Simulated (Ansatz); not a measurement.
Ga2Cu:
```
Ga2Cu
1.0
    2.76317     0.00000     0.00000
    0.00000     2.76317     0.00000
    0.00000     0.00000     5.69046
Ga Cu
2 1
Direct
  0.50000   0.50000   0.28376
  0.50000   0.50000   0.71624
  0.00000   0.00000   0.00000
```

Relaxed with LDA. Special points in fractions of this cell's reciprocal vectors: Γ (0.000, 0.000, 0.000); X (0.000, 0.500, 0.000); M (0.500, 0.500, 0.000); Z (0.000, 0.000, 0.500); R (0.000, 0.500, 0.500); A (0.500, 0.500, 0.500).

**Question.** List the band energies nearest the Fermi level at these points for the program Ansatz at the LDA level (PAW).

**Answer.** In eV from the Fermi level; about four levels below and three above (degenerate sets whole), none deeper than 8.9 eV; points with the same levels are listed once.

```tsv
k	below	above
Γ	-3.69 -3.69 -3.57 -3.31	6.28 6.76 6.76
X	-2.60 -2.55 -2.52 -0.75	2.07 10.78 11.06
M	-2.90 -2.37 -2.37 -1.66	1.65 2.41 2.62 2.62
Z	-3.70 -3.70 -3.31 -1.56	0.93 7.84 7.84
R	-3.79 -3.68 -3.56 -2.23	3.74 4.01 6.13
A	-2.90 -2.07 -1.35 -1.35	0.29 0.29 1.12
```

Space group P4/mmm. The first step of the workflow began from a Materials Project structure, measured or hypothetical; the Crystallography Open Database files this formula in space group No. 123, but the cells were not matched. Its standing as an ambient phase is unchecked. Symmetry was held in the LDA relaxation; of distortions, only those at the zone centre were tested. The run is not spin-polarised. Spin–orbit coupling is left out wherever it is not named.

Potentials: the later of the program's two PAW sets.
